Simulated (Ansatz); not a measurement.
MoPt:
```cif
data_MoPt
_chemical_formula_sum 'Pt1 Mo1'
_space_group_name_H-M_alt 'P4/mmm'
_space_group_IT_number 123
_space_group_name_Hall '-P 4 2'
_cell_length_a 2.69970
_cell_length_b 2.69970
_cell_length_c 4.09012
_cell_angle_alpha 90.000
_cell_angle_beta 90.000
_cell_angle_gamma 90.000
loop_
_atom_site_label
_atom_site_type_symbol
_atom_site_symmetry_multiplicity
_atom_site_Wyckoff_symbol
_atom_site_fract_x
_atom_site_fract_y
_atom_site_fract_z
_atom_site_occupancy
Pt1 Pt 1 a 0.00000 0.00000 0.00000 1
Mo1 Mo 1 d 0.50000 0.50000 0.50000 1
```

This is the PBEsol-relaxed structure.

Q: All from PBEsol (plane waves, PAW; program Ansatz), unless another level is named. Estimate the Debye temperature from the elastic constants.

A: 424 K.

Q: Give the highest zone-centre frequency.

A: 190 cm⁻¹.

The start of the workflow was typed in or built on a structure type; neither database checked (COD, Materials Project) lists it. Whether it is the stable phase at ambient conditions was not checked. The PBEsol relaxation kept the symmetry of its start; whether a distortion lowers the energy is not shown. The run is not spin-polarised. As this level gives no gap, shear constants depend on the k-mesh and smearing (Fermi–Dirac, 0.1 eV here). As this level gives no gap, phonon frequencies hold no LO–TO term and depend on the k-mesh and smearing (Fermi–Dirac, 0.1 eV here). Scalar-relativistic: spin–orbit coupling is off unless named, which matters more the heavier the elements.

Potentials: the later of the program's two PAW sets.
